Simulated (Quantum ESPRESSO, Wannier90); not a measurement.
## Tight-binding from DFT: Al (hcp (Mg type), model phase)

Materials Project entry mp-2647008; symmetrised, unrelaxed at this level. This isn't the element's usual structure (fcc); take it as a model of another phase. Method: LDA plane waves in Quantum ESPRESSO 7.5 (PseudoDojo norm-conserving files, 36 Ry, no spin polarisation, no spin-orbit coupling), Bloch states on a 12×12×6 mesh through Γ, Wannier90 4.0.1. Density: 18×18×10 mesh, cold smearing 0.01 Ry.

On the energy scale of pw.x, whose zero is arbitrary, the Fermi level lies at 7.59 eV.

No group of bands is cut off by a gap: all 15 computed bands overlap.

Input w.win:

```
num_bands = 15
num_wann = 8
num_iter = 800
conv_tol = 1.0e-6
conv_window = 4
dis_num_iter = 1000
dis_conv_tol = 1.0e-6
dis_froz_max = 1.50
write_hr = true
write_u_matrices = true
begin projections
Al: s;p
end projections
begin unit_cell_cart
ang
    2.8124600835    0.0000000000    0.0000000000
   -1.4062300418    2.4356618795    0.0000000000
    0.0000000000    0.0000000000    4.8668500000
end unit_cell_cart
begin atoms_frac
Al  -0.3333333333  0.3333333333 -0.2500000000
Al   0.3333333333 -0.3333333333  0.2500000000
end atoms_frac
mp_grid = 12 12 6
begin kpoints
0.0000000000 0.0000000000 0.0000000000
0.0000000000 0.0000000000 0.1666666667
0.0000000000 0.0000000000 0.3333333333
... (861 more lines: the 12x12x6 mesh through Gamma)
end kpoints
```

The run ends without an error message, but its bands miss those of pw.x by 432 meV rms and 1.48 eV at worst (states up to 1.0 eV relative to the Fermi level).

**Question.** What is the mistake?

**Answer.** Window typed relative to the reference level, not as an absolute energy. With that mended (8 functions from bands 1-15 of the 15 computed, start hydrogen-like Al: s;p, frozen window up to 1.50 eV relative to the Fermi level, outer window open) the misfit is 19 meV rms.
